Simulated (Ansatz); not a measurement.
# Computed frozen-phonon scan: GaN (zinc blende)

Relaxed GaN (zinc blende):

```yaml
crystal:
  lattice:
    - [0.00000, 4.49817, 4.49817]
    - [2.24908, 0.00000, 2.24908]
    - [2.24908, 2.24908, 0.00000]
  atoms:
    - { symbol: N, position: [0.37500, 0.75000, 0.75000] }
    - { symbol: N, position: [0.87500, 0.75000, 0.75000] }
    - { symbol: Ga, position: [0.00000, 0.00000, 0.00000] }
    - { symbol: Ga, position: [0.50000, 0.00000, 0.00000] }
```

The atoms are displaced by Q × the pattern below (from a DFPT mode at L = (0.5, 0.0, 0.0), largest move 1; Q in Å), at fixed cell. It is one choice among 2 degenerate patterns. (q is in reciprocal vectors of the primitive cell; the cell shown is doubled to hold the pattern.)

```json
[
 {"atom": "N1", "x": "0.285", "y": "-0.520", "z": "0.805"},
 {"atom": "N2", "x": "-0.285", "y": "0.520", "z": "-0.805"},
 {"atom": "Ga3", "x": "0.046", "y": "-0.084", "z": "0.129"},
 {"atom": "Ga4", "x": "-0.046", "y": "0.084", "z": "-0.129"}
]
```

Level of theory: r2SCAN (plane waves to 500 eV, PAW, scalar-relativistic; Ansatz, a quantum-chemistry and plane-wave program). k mesh 13×13×13 (Γ-centred), Fermi-Dirac smearing 0.05 eV. Energies are smeared free energies. Stress and pressure are positive under compression. GaN was relaxed with its symmetry unable to fall. The PAW data are Ansatz's earlier set. ΔE is measured from the undisplaced structure.

```csv
Q (Å),ΔE (meV/cell),P (GPa),−dE/dQ from forces (eV/Å)
-0.280,1601,13.3,12.380
-0.233,1084,9.1,9.822
-0.187,679,5.7,7.546
-0.140,376,3.2,5.483
-0.093,165,1.4,3.574
-0.047,41,0.3,1.763
0.000,0,0.0,0.000
0.047,41,0.3,-1.763
0.093,165,1.4,-3.574
0.140,376,3.2,-5.483
0.187,679,5.7,-7.546
0.233,1084,9.1,-9.822
0.280,1601,13.3,-12.380
```

Read from the data:

| Item | Value |
|---|---|
| Energy at Q = 0.280 Å | 1601 meV/cell |
| Space group of the distorted cell | P1 (No. 1), lowered from F-43m |
| Symmetry of the curve | even: the same for both signs |
| Shape of the curve | a single well with its minimum at or next to zero displacement |
| Harmonic wavenumber from the curvature (finite differences) | 569 cm⁻¹ |
| Wavenumber by perturbation theory (DFPT, on another k mesh) | 569 cm⁻¹ |

The 13 points together took around 70 core-minutes (rough).

(For displaced atoms, the force is minus the slope of the energy, and its curvature is a force constant, which sets phonon frequencies.)
